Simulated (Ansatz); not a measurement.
# TiH₈N₂F₆: ⁴⁷Ti NMR of the central transition

Cell: a Materials Project structure (computed, not necessarily an observed phase).

Space group C2/m (No. 12); a = 9.9317, b = 5.7399, c = 4.7595 Å, β = 90.44°.

| site | Wyckoff | site symmetry | x | y | z |
| --- | --- | --- | --- | --- | --- |
| Ti | 2a | 2/m | 0.0000 | 0.0000 | 0.0000 |
| H2 | 4i | m | 0.6655 | 0.0000 | 0.0277 |
| H4 | 8j | 1 | 0.2830 | 0.8541 | 0.6914 |
| H6 | 4i | m | 0.4292 | 0.0000 | 0.6874 |
| N | 4i | m | 0.6675 | 0.0000 | 0.2430 |
| F12 | 8j | 1 | 0.5776 | 0.2657 | 0.7764 |
| F13 | 4i | m | 0.8432 | 0.0000 | 0.7755 |

One atom of each set is listed; the run and its k-mesh use a cell of 17 atoms with edges of 5.74, 5.74, 4.76 Å.

Computed with Ansatz: DFT, PBE, plane waves and PAW, scalar-relativistic, 420 eV cutoff, Γ-centred 5×5×5 k-points, Fermi–Dirac smearing 0.02 eV.

⁴⁷Ti has I = 5/2 and Q = 302.0 mb (Pyykkö 2018); at 9.4 T its Larmor frequency is ν₀ = 22.6 MHz. Only the quadrupole interaction is simulated: positions count from each site's isotropic chemical shift, and J coupling is left out, as are shift anisotropy and dipolar coupling, which fast spinning averages.

Q: Simulate the second-order pattern (fast magic-angle spinning, Gaussian broadening 0.3 kHz) of site Ti (6 F at 1.88 Å).

A: The calculation gives C_Q = 5.22 MHz and η = 0.09, so ν_Q = 0.783 MHz and the centre of gravity lies at -321 ppm (-7.25 kHz).

(offset (kHz), height): (-18.76, 0), (-18.00, 4), (-17.24, 6), (-16.48, 6), (-15.72, 6), (-14.96, 7), (-14.20, 7), (-13.43, 7), (-12.67, 8), (-11.91, 23), (-11.15, 83), (-10.39, 67), (-9.63, 51), (-8.87, 46), (-8.10, 44), (-7.34, 43), (-6.58, 44), (-5.82, 46), (-5.06, 51), (-4.30, 59), (-3.53, 85), (-2.77, 100), (-2.01, 26), (-1.25, 0)

At this cell the principal stresses reach 5 GPa in size with PBE, which can matter for small gradients. The largest force is 0.3 eV/Å, so the atoms aren't at the calculated equilibrium and relaxing them would move these values.
